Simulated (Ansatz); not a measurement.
CoPtW:
```cif
data_CoPtW
_chemical_formula_sum 'Co1 Pt1 W1'
_space_group_name_H-M_alt 'P 1'
_space_group_IT_number 1
_cell_length_a 2.71504
_cell_length_b 2.71504
_cell_length_c 6.47081
_cell_angle_alpha 90.000
_cell_angle_beta 90.000
_cell_angle_gamma 120.000
loop_
_space_group_symop_operation_xyz
  'x, y, z'
loop_
_atom_site_label
_atom_site_type_symbol
_atom_site_fract_x
_atom_site_fract_y
_atom_site_fract_z
_atom_site_occupancy
Co1 Co 0.00000 0.00000 0.99329 1
Pt1 Pt 0.33333 0.66667 0.32555 1
W1 W 0.66667 0.33333 0.68117 1
```
The run is spin-polarised; directions of the spins, atom by atom: ↑ 0 0.

Relaxed with PBEsol.

### Question
Which orbitals make up the states near the Fermi level in plane-wave PAW PBEsol (Ansatz code)?

### Answer
Within 0.5 eV of the Fermi level: Co 3d 46 %, W 5d 25 %, Pt 5d 20 %. Projections are on Löwdin-orthogonalised atomic valence shells; empty p or d shells of many metals are not among them.

### Question
Tabulate the density of states.

### Answer
States/eV per cell of 3 atoms, in 0.25 eV bins, energy from the Fermi level.

```csv
E (eV),total,Co 3d,Pt 5d,W 5d
-7.85,0.38,0.00,0.03,0.02
-7.60,0.50,0.01,0.08,0.03
-7.35,0.66,0.01,0.15,0.05
-7.10,1.85,0.03,1.01,0.15
-6.85,1.19,0.02,0.59,0.10
-6.60,1.43,0.04,0.74,0.19
-6.35,2.64,0.09,1.48,0.43
-6.10,2.82,0.10,1.71,0.41
-5.85,2.89,0.13,1.67,0.67
-5.60,3.61,0.17,2.01,0.87
-5.35,2.97,0.14,1.78,0.60
-5.10,1.28,0.09,0.68,0.33
-4.85,2.33,0.23,1.29,0.57
-4.60,3.13,0.31,1.79,0.69
-4.35,3.22,0.44,1.65,0.76
-4.10,2.75,0.35,1.43,0.63
-3.85,2.47,0.40,1.23,0.61
-3.60,3.55,0.94,1.26,1.03
-3.35,4.84,1.25,1.68,1.45
-3.10,4.75,1.15,2.02,1.21
-2.85,4.51,1.25,2.15,0.79
-2.60,3.04,1.26,1.08,0.44
-2.35,4.53,1.93,1.54,0.69
-2.10,3.43,1.65,0.75,0.65
-1.85,3.52,1.86,0.54,0.74
-1.60,4.30,2.49,0.60,0.87
-1.35,5.30,3.30,0.77,0.89
-1.10,4.90,3.04,0.76,0.87
-0.85,5.28,3.32,0.80,0.91
-0.60,4.49,2.60,0.77,0.88
-0.35,3.18,1.57,0.66,0.68
-0.10,3.00,1.35,0.72,0.71
0.15,2.70,1.14,0.57,0.75
0.40,3.38,1.48,0.55,1.01
0.65,3.00,1.20,0.43,1.00
0.90,2.49,0.87,0.35,0.92
1.15,2.15,0.57,0.31,0.92
1.40,2.04,0.43,0.30,0.96
1.65,1.78,0.34,0.23,0.88
1.90,1.64,0.30,0.19,0.86
2.15,1.55,0.25,0.14,0.92
2.40,1.55,0.21,0.12,1.00
2.65,1.47,0.19,0.11,0.96
2.90,1.57,0.17,0.10,1.02
3.15,2.11,0.21,0.13,1.32
3.40,1.50,0.12,0.08,0.95
3.65,1.00,0.08,0.06,0.52
3.90,0.94,0.07,0.05,0.43
4.15,0.99,0.06,0.06,0.39
4.40,0.94,0.06,0.04,0.36
4.65,0.84,0.04,0.03,0.35
```

Space group P3m1. The start of the workflow was typed in or built on a structure type; neither database checked (COD, Materials Project) lists it. Its standing as an ambient phase is unchecked. The cell was relaxed with PBEsol under the symmetry of its start; its stability against distortions is not shown here. The final state is ferromagnetic, the only order run, not a proven ground state. Scalar-relativistic: spin–orbit coupling is off unless named, which matters more the heavier the elements.

Potentials: the earlier of the program's two PAW sets. The files were generated under PBE; for other functionals the program regenerates the frozen cores, and for LDA and PBEsol the local potential too.
